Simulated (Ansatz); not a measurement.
Bands of NaTl

```xyz
4
Lattice="0.0000 3.7394 3.7394 3.7394 0.0000 3.7394 3.7394 3.7394 0.0000" Properties=species:S:1:pos:R:3 pbc="T T T"
Na    0.0000    0.0000    0.0000
Na    1.8697    1.8697    1.8697
Tl    3.7394    3.7394    3.7394
Tl    5.6090    5.6090    5.6090
```

Atoms are numbered in the order listed.

Structure from Materials Project entry mp-1564 (possibly hypothetical), not relaxed further.

No spin–orbit coupling, which matters for the heavy atoms here.

The calculation used Ansatz 0.2.0, DFT, LDA, all-electron LAPW, scalar-relativistic.

Sampling and basis: a Γ-centred 10×10×10 k mesh, Fermi–Dirac smearing of 0.05 eV, basis error target 1 meV/atom, no spin polarisation.

Points in fractions of the reciprocal vectors of this cell: Γ (0, 0, 0), X (0.5, 0, 0.5), U (0.625, 0.25, 0.625), K (0.375, 0.375, 0.75), L (0.5, 0.5, 0.5), W (0.5, 0.25, 0.75). The path joins them by straight lines in the order Γ–X–U–K–Γ–L–W–X; legs that retrace an earlier one aren't tabulated. Energies are in eV from the Fermi level.

(1) List the levels at Γ between -5 and 4.5 eV.

(2) List the levels at L between -5 and 4.5 eV.

(3) List the levels at U between -5 and 4.5 eV.

(4) What is the band gap?

Answers

(1) -2.92, 0.84 (×3), 1.69 (×3), 2.09.

(2) -1.32, -0.34 (×2), 2.29 (×2), 3.17.

(3) -2.63, -1.28, 0.04, 2.02, 4.03.

(4) none: bands cross the Fermi level, a metal.
